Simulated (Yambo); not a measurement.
```
CELL_PARAMETERS angstrom
      3.94350     0.00000     0.00000
      0.00000     3.94350     0.00000
      0.00000     0.00000     3.94350
ATOMIC_POSITIONS crystal
  Cl 0.50000 0.50000 0.50000
  Cs 0.00000 0.00000 0.00000
```

Response from Yambo on PBEsol (pw.x of Quantum ESPRESSO, ONCV potentials, without SOC) bands: 10×10×10 mesh, 48 bands, 4 Ry local-field block, 0.2 eV broadening.

### Question
Give the static electronic dielectric constant without and with local fields.

### Answer
```csv
field along,"ε(0), independent particles","ε(0), RPA with local fields",refractive index √ε
x,3.51,2.99,1.73
```
Electronic (clamped-ion) response only. PBEsol gaps are usually too small, which raises these values. Convergence of the RPA response with its 10×10×10 mesh was not tested.

Geometry strained from the cell relaxed with PBEsol, atoms relaxed again.
